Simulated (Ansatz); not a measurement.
V₂SiB₂:
```
CELL_PARAMETERS angstrom
      2.98516     0.00000     0.00000
     -1.49258     2.58522     0.00000
      0.00000     0.00000     6.60767
ATOMIC_POSITIONS crystal
  V  0.33333 0.66667 0.72152
  V  0.33333 0.66667 0.27848
  Si 0.00000 0.00000 0.00000
  B  0.00000 0.00000 0.50000
  B  0.66667 0.33333 0.50000
```

Relaxed with PBE. Special points in fractions of this cell's reciprocal vectors: Γ (0.000, 0.000, 0.000); M (0.500, 0.000, 0.000); K (0.333, 0.333, 0.000); A (0.000, 0.000, 0.500); L (0.500, 0.000, 0.500); H (0.333, 0.333, 0.500).

Problem. List the band energies nearest the Fermi level at these points for PBE (plane waves, PAW; program Ansatz).

Solution. In eV from the Fermi level; about four levels below and three above (degenerate sets whole), none deeper than 8.9 eV; points with the same levels are listed once.

```
k                    below           above
-  -----------------------  --------------
Γ  -0.69 -0.69 -0.26 -0.26  0.99 0.99 1.14
M  -4.02 -3.43 -2.50 -2.03  0.48 0.87 1.26
K  -3.41 -3.02 -2.02 -0.83  0.97 1.04 1.35
A  -0.52 -0.52 -0.39 -0.39  0.68 0.68 0.90
L  -2.96 -2.96 -1.81 -0.32  1.06 1.74 1.90
H  -2.96 -2.96 -2.83 -1.20  0.98 2.10 2.13
```

Space group P-6m2. The start of the workflow was typed in or built on a structure type; neither database checked (COD, Materials Project) lists it. Its standing as an ambient phase is unchecked. Symmetry was held in the PBE relaxation; whether a distortion lowers the energy is not shown. The workflow began spin-polarised and lost its moments.

Potentials: the earlier of the program's two PAW sets.
